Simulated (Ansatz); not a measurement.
A relaxation computed with Ansatz, from input to last step.

```yaml
crystal:
  lattice:
    - [6.7288776322, 0.0, 0.0]
    - [-3.3644388161, 5.8273789684, 0.0]
    - [0.0, 0.0, 3.9378605]
  atoms:
    - { symbol: Sc, position: [0.0, 0.57661535, 0.0] }
    - { symbol: Sc, position: [0.42338465, 0.42338465, 0.0] }
    - { symbol: Sc, position: [0.57661535, 0.0, 0.0] }
    - { symbol: Ge, position: [0.33333333, 0.66666667, 0.5] }
    - { symbol: Ge, position: [0.66666667, 0.33333333, 0.5] }
    - { symbol: Ge, position: [0.0, 0.0, 0.0] }
    - { symbol: Pd, position: [0.0, 0.24876972, 0.5] }
    - { symbol: Pd, position: [0.75123028, 0.75123028, 0.5] }
    - { symbol: Pd, position: [0.24876972, 0.0, 0.5] }
basis:
  ecutwfc: 420
kpoints:
  mp_grid: { grid: [6, 6, 10] }
hamiltonian:
  xc: pbesol
scf:
  occupations: { method: gaussian, width: 0.1 }
output:
  forces: true
  stress: true
  eigenvalues: true
relax:
  adjacent_minimum: "off"
  f_tol: 0.005
  max_steps: 80
  cell: { stress_tol: 0.05 }
```

```bash
ansatz run input.yaml --threads 2 --pin off --max-ram 5120MiB --backend cpu --events-out ev --progress --plain --runs-dir out
```

Computed with DFT PBEsol, scalar-relativistic, plane waves, PAW in Ansatz 0.2.0.

Of 6 frames 6 are shown, positions in Å and forces in eV/Å; the SCF threshold varies from step to step. Steps run on the plane waves of an earlier cell, with a Pulay correction in the pressure. The basis is chosen afresh for the last frame, the zero of the energies, and at times for earlier ones too; energy and pressure step there, also at an unchanged geometry.

```xyz
9
Lattice="6.7289 0.0000 0.0000 -3.3644 5.8274 0.0000 0.0000 0.0000 3.9379" Properties=species:S:1:pos:R:3:forces:R:3 pbc="T T T" step=1 free_energy_over_end_meV_per_atom=5.33 pressure_GPa=-3.47
Sc   -1.9400    3.3602    0.0000   -0.0124    0.0214    0.0000
Sc    1.4245    2.4672    0.0000   -0.0124   -0.0214    0.0000
Sc    3.8800    0.0000    0.0000    0.0247    0.0000    0.0000
Ge    0.0000    3.8849    1.9689    0.0000    0.0000    0.0000
Ge    3.3644    1.9425    1.9689    0.0000    0.0000    0.0000
Ge    0.0000    0.0000    0.0000    0.0000    0.0000    0.0000
Pd   -0.8370    1.4497    1.9689    0.0208   -0.0361    0.0000
Pd    2.5275    4.3777    1.9689    0.0208    0.0361    0.0000
Pd    1.6739    0.0000    1.9689   -0.0416    0.0000    0.0000
9
Lattice="6.6064 0.0000 0.0000 -3.3032 5.7213 0.0000 0.0000 0.0000 3.8874" Properties=species:S:1:pos:R:3:forces:R:3 pbc="T T T" step=2 free_energy_over_end_meV_per_atom=3.54 pressure_GPa=3.20
Sc   -1.9102    3.3085    0.0000    0.0296   -0.0512    0.0000
Sc    1.3930    2.4127    0.0000    0.0296    0.0512    0.0000
Sc    3.8204    0.0000    0.0000   -0.0591    0.0000    0.0000
Ge    0.0000    3.8142    1.9437    0.0000    0.0000    0.0000
Ge    3.3032    1.9071    1.9437    0.0000    0.0000    0.0000
Ge    0.0000    0.0000    0.0000    0.0000    0.0000    0.0000
Pd   -0.8192    1.4189    1.9437   -0.0203    0.0351    0.0000
Pd    2.4840    4.3024    1.9437   -0.0203   -0.0351    0.0000
Pd    1.6384    0.0000    1.9437    0.0406    0.0000    0.0000
9
Lattice="6.6557 0.0000 0.0000 -3.3279 5.7640 0.0000 0.0000 0.0000 3.9210" Properties=species:S:1:pos:R:3:forces:R:3 pbc="T T T" step=3 free_energy_over_end_meV_per_atom=-0.08 pressure_GPa=-0.15
Sc   -1.9182    3.3224    0.0000   -0.0057    0.0099    0.0000
Sc    1.4097    2.4416    0.0000   -0.0057   -0.0099    0.0000
Sc    3.8364    0.0000    0.0000    0.0115    0.0000    0.0000
Ge    0.0000    3.8427    1.9605    0.0000    0.0000    0.0000
Ge    3.3279    1.9213    1.9605    0.0000    0.0000    0.0000
Ge    0.0000    0.0000    0.0000    0.0000    0.0000    0.0000
Pd   -0.8251    1.4291    1.9605   -0.0094    0.0162    0.0000
Pd    2.5028    4.3350    1.9605   -0.0094   -0.0162    0.0000
Pd    1.6501    0.0000    1.9605    0.0187    0.0000    0.0000
9
Lattice="6.6533 0.0000 0.0000 -3.3267 5.7620 0.0000 0.0000 0.0000 3.9198" Properties=species:S:1:pos:R:3:forces:R:3 pbc="T T T" step=4 free_energy_over_end_meV_per_atom=-0.10 pressure_GPa=-0.01
Sc   -1.9188    3.3234    0.0000    0.0008   -0.0014    0.0000
Sc    1.4079    2.4386    0.0000    0.0008    0.0014    0.0000
Sc    3.8375    0.0000    0.0000   -0.0016    0.0000    0.0000
Ge    0.0000    3.8413    1.9599    0.0000    0.0000    0.0000
Ge    3.3267    1.9207    1.9599    0.0000    0.0000    0.0000
Ge    0.0000    0.0000    0.0000    0.0000    0.0000    0.0000
Pd   -0.8253    1.4294    1.9599   -0.0034    0.0059    0.0000
Pd    2.5014    4.3325    1.9599   -0.0034   -0.0059    0.0000
Pd    1.6505    0.0000    1.9599    0.0068    0.0000    0.0000
9
Lattice="6.6520 0.0000 0.0000 -3.3260 5.7608 0.0000 0.0000 0.0000 3.9210" Properties=species:S:1:pos:R:3:forces:R:3 pbc="T T T" step=5 free_energy_over_end_meV_per_atom=-0.10 pressure_GPa=0.00
Sc   -1.9181    3.3222    0.0000   -0.0002    0.0003    0.0000
Sc    1.4079    2.4386    0.0000   -0.0002   -0.0003    0.0000
Sc    3.8361    0.0000    0.0000    0.0004    0.0000    0.0000
Ge    0.0000    3.8405    1.9605    0.0000    0.0000    0.0000
Ge    3.3260    1.9203    1.9605    0.0000    0.0000    0.0000
Ge    0.0000    0.0000    0.0000    0.0000    0.0000    0.0000
Pd   -0.8253    1.4294    1.9605    0.0002   -0.0004    0.0000
Pd    2.5007    4.3313    1.9605    0.0002    0.0004    0.0000
Pd    1.6506    0.0000    1.9605   -0.0004    0.0000    0.0000
9
Lattice="6.6520 0.0000 0.0000 -3.3260 5.7608 0.0000 0.0000 0.0000 3.9210" Properties=species:S:1:pos:R:3:forces:R:3 pbc="T T T" step=6 free_energy_over_end_meV_per_atom=0.00 pressure_GPa=0.01
Sc   -1.9181    3.3222    0.0000   -0.0002    0.0003    0.0000
Sc    1.4079    2.4386    0.0000   -0.0002   -0.0003    0.0000
Sc    3.8361    0.0000    0.0000    0.0004    0.0000    0.0000
Ge    0.0000    3.8405    1.9605    0.0000    0.0000    0.0000
Ge    3.3260    1.9203    1.9605    0.0000    0.0000    0.0000
Ge    0.0000    0.0000    0.0000    0.0000    0.0000    0.0000
Pd   -0.8253    1.4294    1.9605    0.0002   -0.0003    0.0000
Pd    2.5007    4.3313    1.9605    0.0002    0.0003    0.0000
Pd    1.6506    0.0000    1.9605   -0.0004    0.0000    0.0000
```

The run took 74 s on 2 threads of Intel(R) Xeon(R) 6975P-C (Granite Rapids), with other jobs on the host, peak memory 0.77 GiB.